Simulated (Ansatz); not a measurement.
Sc$_{2}$SnSe$_{5}$ (P-3m1) at 2 levels of theory

One geometry, relaxed with PBE; plane waves with PAW potentials in Ansatz, scalar-relativistic. No spin polarisation. Gaps are the least over mesh and band path; pressure is positive in compression.

```
CELL_PARAMETERS angstrom
3.87676 0.00000 0.00000
-1.93838 3.35738 0.00000
0.00000 0.00000 17.45609
ATOMIC_POSITIONS crystal
Sc 0.66667 0.33333 0.39766
Sc 0.33333 0.66667 0.60234
Sn 0.00000 0.00000 0.00000
Se 0.66667 0.33333 0.09126
Se 0.33333 0.66667 0.90874
Se 0.33333 0.66667 0.32041
Se 0.66667 0.33333 0.67959
Se 0.00000 0.00000 0.50000
```

```json
{"level": "PBE", "cutoff (eV)": "420", "k mesh": "12×12×2", "gap (eV)": "0.78", "pressure (GPa)": "0.0"}
```

What comes out on the same cell with r2SCAN?

```csv
level,cutoff (eV),k mesh,gap (eV),pressure (GPa)
r2SCAN,500,12×12×2,1.05,-1.1
```

The cell holds layers, chains or molecules and no dispersion correction was added, so their binding is poorly described.

It was reached by relaxing an invented guess, and it needn't be the stable form of this composition.
